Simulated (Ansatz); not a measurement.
**Structures of YPd$_{2}$: which is lowest?**

Plane-wave DFT in Ansatz with scalar-relativistic PAW potentials, cutoff 420 eV, Γ-centred meshes chosen by cell and gap, Gaussian smearing with energies taken to zero width. Every cell was relaxed (cell and atoms) in a run of its own, within the symmetry of its start. Functional: PBE.

Relaxed structures (starts from databases or built by putting these elements on another compound's sites):
A. R-3m, 3 atoms in the computed cell, a = 3.890 Å, c = 15.014 Å; sites (symmetry × multiplicity) Y -3m × 3, Pd 3m × 6; start: built
B. Fm-3m, 3 atoms in the computed cell, a = 6.491 Å; sites (symmetry × multiplicity) Y m-3m × 4, Pd -43m × 8; start: built

Rank them by energy. Could pressure change the order?

```csv
structure,group,E − E(lowest) (meV/atom),V (Å³/atom),gap on mesh (eV)
A,R-3m,0.0,21.86,0.00
B,Fm-3m,76,22.79,0.00
```

A is lowest, 76 meV/atom under B. The lowest is also the densest of these, so pressure wouldn't bring one of the others in at first order. Other structures may lie lower than all of these, and vibrations aren't counted.